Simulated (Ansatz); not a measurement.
A geometry of MgRh away from equilibrium: step 14 of the relaxation of a generated cell, MgRh placed in the AFLOW prototype AB_hP4_186_b_b (B4, as in ZnS). All values below come from PBE (plane waves to 420 eV, PAW, scalar-relativistic; Ansatz, a first-principles code). Γ-centred k-mesh 11×11×6 on the run's cell (coarser than for final values), Fermi–Dirac smearing 0.05 eV.

```xyz
4
Lattice="4.2355 0.0000 0.0000 -2.1177 3.6680 0.0000 0.0000 0.0000 5.0932" Properties=species:S:1:pos:R:3:forces:R:3 pbc="T T T" free_energy=-16651.163 pressure_GPa=5.3
Mg     2.1177     1.2227     0.3188    0.0000    0.0000    0.0000
Mg     0.0000     2.4453     2.8654    0.0000    0.0000    0.0000
Rh     2.1177     1.2227     2.8654    0.0000    0.0000    0.0000
Rh     0.0000     2.4453     0.3188    0.0000    0.0000    0.0000
```

Positions in Å, forces in eV/Å, free energy of the cell in eV (comparable only within this code, potentials and settings). Largest force: all forces are below 0.005 eV/Å; the geometry lies 0.04 eV/atom above the end of its relaxation.

No spin polarisation in the result. A magnetic state may lie lower.

The run could not lose the symmetry of its start, so the end can be a saddle point.

The end of the path is a generated cell of MgRh: the first start was made by placing the elements on the sites of a structure type, and the end was not matched to a known phase here, so it may be hypothetical.
